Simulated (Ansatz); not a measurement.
TaN (P-6m2): the size of the finite step

```yaml
crystal:
  lattice:
    - [2.93620, 0.00000, 0.00000]
    - [-1.46810, 2.54282, 0.00000]
    - [0.00000, 0.00000, 2.88458]
  atoms:
    - { symbol: Ta, position: [0.00000, 0.00000, 0.50000] }
    - { symbol: N, position: [0.66667, 0.33333, 0.00000] }
```

Conventional cell: a = 2.936 Å, b = 2.936 Å, c = 2.885 Å, α = 90.00°, β = 90.00°, γ = 120.00°. Ta (atom 1) is surrounded by 6 N at 2.23 Å. N (atom 2) has 6 Ta at 2.23 Å as nearest neighbours.

Computed, not measured; unless marked otherwise by r²SCAN, PAW on Ansatz 0.2.0's default frozen-core files (fitted under PBE), scalar-relativistic. k mesh 18×18×16, strains of ±0.005, Fermi-Dirac smearing of 0.100 eV, cutoff 500 eV. The cell was relaxed by PAW under this functional.

(1) Elastic constants come from stresses at strains of ±0.005 (two-point stencil): C11 = 680.0, C12 = 211.7, C13 = 150.2, C33 = 861.6, C44 = 250.6 GPa. What does an amplitude of 0.02 give?

Results:

(1) C11 = 684.1, C12 = 209.4, C13 = 150.4, C33 = 863.8, C44 = 250.4 GPa. A large step picks up anharmonic terms.

Limits of these numbers: frozen-core PAW files fitted under PBE, their cores solved anew for the functional of the run; responses of metals move with mesh and smearing; no spin-orbit coupling on heavy atoms; elastic stability says nothing of phonons or of other phases.
